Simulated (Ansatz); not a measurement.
NbSi (rock salt, space group No. 225) at seven volumes, the program Ansatz at the PBE level (PAW), scaled uniformly. One row is withheld.

```csv
V (Å³/atom),P (GPa)
15.514,?
16.026,10.50
16.537,4.86
17.049,0.00
17.560,-4.19
18.072,-7.80
18.583,-10.89
```

Problem. Fit the shown pressures and predict the withheld one.

Solution. P = (3/2)B₀(x^(7/2) − x^(5/2))[1 + (3/4)(B′ − 4)(x − 1)] with x = (V₀/V)^(2/3). Least squares on the six rows gives V₀ = 17.048 Å³/atom, B₀ = 150 GPa, B′ = 3.99. At V = 15.514, x = 1.0649 and P = 17.07 GPa. The run itself gave 17.06 GPa.

Space group Fm-3m (rock salt). A made-up cell: these elements were put on the sites of a structure type; neither database checked (COD, Materials Project) lists it. Whether it is the stable phase at ambient conditions was not checked. The cell was relaxed with PBE under the symmetry of its start; its stability against distortions is not shown here. No spin polarisation was allowed.

Potentials: the later of the program's two PAW sets.
